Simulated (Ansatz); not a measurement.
## Energy against volume for Rb (bcc, W type)

Rb (bcc, W type)

```cif
data_Rb
_chemical_formula_sum 'Rb1'
_space_group_name_H-M_alt 'P 1'
_space_group_IT_number 1
_cell_length_a 4.91127
_cell_length_b 4.91127
_cell_length_c 4.91127
_cell_angle_alpha 109.471
_cell_angle_beta 109.471
_cell_angle_gamma 109.471
loop_
_space_group_symop_operation_xyz
  'x, y, z'
loop_
_atom_site_label
_atom_site_type_symbol
_atom_site_fract_x
_atom_site_fract_y
_atom_site_fract_z
_atom_site_occupancy
Rb1 Rb 0.00000 0.00000 0.00000 1
```

E(V) scan at fixed shape, V₀ the volume above. Symmetry pins the atoms to their sites.

Method: PBE (plane waves to 420 eV, PAW, scalar-relativistic; Ansatz, a first-principles code). k mesh 12×12×12 (Γ-centred), Fermi-Dirac smearing 0.05 eV. The energy includes the smearing's −TS. Compression counts positive. Rb was relaxed with its symmetry unable to fall. The PAW data are Ansatz's earlier set. The zero of ΔE is the relaxed starting cell.

| V (Å³/atom) | ΔE (meV/atom) | P (GPa) |
|---|---|---|
| 82.073 | 9 | 0.4 |
| 83.897 | 6 | 0.3 |
| 85.721 | 3 | 0.2 |
| 87.545 | 1 | 0.1 |
| 89.369 | 0 | 0.1 |
| 91.193 | 0 | 0.0 |
| 93.017 | 0 | -0.1 |
| 94.840 | 1 | -0.1 |
| 96.664 | 3 | -0.1 |
| 98.488 | 4 | -0.2 |
| 100.312 | 7 | -0.2 |

Derived quantities:

The pressure at the smallest volume comes out as 0.4 GPa and the energy cost of the largest compression comes out as 9 meV/atom. The energy cost of the largest expansion is 7 meV/atom, the bulk modulus B₀ (third-order Birch-Murnaghan fit) is 2.8 GPa and the pressure derivative B₀′ (fit) is 3.8. The equilibrium volume of the fit comes out as 91.19 Å³/atom and the pressure for 5 % compression (fit) is 0.2 GPa.

(A scan under strain: stresses follow from slopes of the energy per volume, elastic moduli from its curvatures.)
